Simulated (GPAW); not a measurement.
## HPbNO4 and the effect of the dispersion correction

```xyz
7
Lattice="3.8540 0.1438 0.0901 -0.2532 5.5270 0.1647 -0.4820 -1.9272 5.7203" Properties=species:S:1:pos:R:3 pbc="T T T"
H    -0.0083    2.5983    3.2335
Pb    2.1473    2.6778    1.0046
N     2.8237    3.6046    5.7249
O    -0.4057   -0.9417    5.0623
O     2.7256   -0.0852    0.8025
O    -0.5912    2.3982    5.1009
O     0.1280    2.5704    2.2622
```

The cell comes from a database or a generator and needn't be the stable form of this composition.

Kept alike: task single point; functional PBE; k mesh 4 × 3 × 3; occupations fermi-dirac, width 0.05 eV; no spin polarisation. Program: GPAW, GPAW PAW data sets (gpaw-data 1.2.1), cutoff 800 eV. The mesh is that of the run's cell of 7 atoms. No spin-orbit coupling.

```csv
dispersion correction,pressure (GPa)
D3(zero),-0.66
D3(BJ),-0.84
D4,-1.07
none,-0.27
```

The k mesh is coarse, so the values aren't converged. Pressure is positive in compression; the values hold the error of the finite cutoff, so their zero can differ a little from the energy's minimum.

Problem. What does the dispersion correction change here?

Solution. The pressure runs from -1.07 (D4) to -0.27 GPa (none). Dispersion terms mostly attract, so at fixed cell they lower the pressure.
